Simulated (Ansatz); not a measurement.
LaB2 (MoSi2 or CaC2 type, space group No. 139) under volume change, PBEsol (plane waves, PAW; program Ansatz), shape and atoms relaxed at each volume.

| V (Å³/atom) | E − E(relaxed) (meV/atom) | P (GPa) |
|---|---|---|
| 16.527 | 35.5 | 7.44 |
| 17.072 | 15.1 | 4.63 |
| 17.616 | 3.6 | 2.16 |
| 18.161 | 0.0 | 0.00 |
| 18.706 | 3.3 | -1.90 |
| 19.251 | 12.7 | -3.58 |
| 19.796 | 27.4 | -5.02 |

Task: What does a third-order Birch–Murnaghan fit give for V₀, B₀ and B′?

Result: V₀ = 18.16 Å³/atom, B₀ = 67.5 GPa, B′ = 3.4.

Space group I4/mmm (MoSi2 or CaC2 type). The start of the workflow was typed in or built on a structure type; neither database checked (COD, Materials Project) lists it. Whether it is the stable phase at ambient conditions was not checked. Symmetry was held in the PBEsol relaxation; its stability against distortions is not shown here. Its formation energy is positive at this level, so the cell may be metastable or incomplete. Spin–orbit coupling is left out wherever it is not named.

Potentials: the earlier of the program's two PAW sets. The files were generated under PBE; for other functionals the program regenerates the frozen cores, and for LDA and PBEsol the local potential too.
